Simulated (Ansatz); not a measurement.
BaF2:
```xyz
3
Lattice="0.0000 3.0974 3.0974 3.0974 0.0000 3.0974 3.0974 3.0974 0.0000" Properties=species:S:1:pos:R:3 pbc="T T T"
Ba     0.0000     0.0000     0.0000
F      1.5487     1.5487     1.5487
F      4.6460     4.6460     4.6460
```

Relaxed with r²SCAN.

### Question
Map the valence electron density (e/Å³), cut off at 1 on the plane through (0.000, 0.000, 0.000) spanned by u = [1, 0, 0] and v = [-1, 1, 1] in lattice vectors, from r²SCAN (plane waves, PAW; program Ansatz).

### Answer
x is the fraction of u, y of v (the angle between them is 90°; rows are the nearest grid lines); atoms in the plane: Ba at (0.00, 0.00), F at (0.50, 0.25), F at (0.50, 0.75).
```
|.-%@@#-.       .-#@@%-.|
|-+@@@#-.       .-#@@@+-|
|@@@@#=:..::-::..:=#@@@@|
|@@@#=:.:-+#%#+-:.:=#@@@|
|##+=:..-*@@@@@*-..:=+##|
|...  .:*@@@@@@@*:.  ...|
|     .:*@@@@@@@*:.     |
|      :+@@@@@@@+:      |
|      .:=%@@@%=:.      |
|       .:-=+=-:.       |
|         .....         |
|                       |
|                       |
|         .....         |
|       .:-=+=-:.       |
|      .:=%@@@%=:.      |
|      :+@@@@@@@+:      |
|     .:*@@@@@@@*:.     |
|...  .:*@@@@@@@*:.  ...|
|##+=:..-*@@@@@*-..:=+##|
|@@@#=:.:-+#%#+-:.:=#@@@|
|@@@@#=:..::-::..:=#@@@@|
|-+@@@#-.       .-#@@@+-|
|.-%@@#-.       .-#@@%-.|
```
Scale: ten equal steps from 0.003 (start of ' ') to 1.00 (end of '@'), in the order ' .:-=+*#%@'; x runs from 0.000 to 1.00, y from 0.000 (bottom) to 1.00 (top).

The density is the valence pseudo-density with augmentation charge, so density and ELF within about 1 Å of a nucleus are not all-electron values.

Space group Fm-3m (fluorite). The cell was relaxed with r²SCAN under the symmetry of its start. Spin–orbit coupling is left out wherever it is not named.

Potentials: the later of the program's two PAW sets.
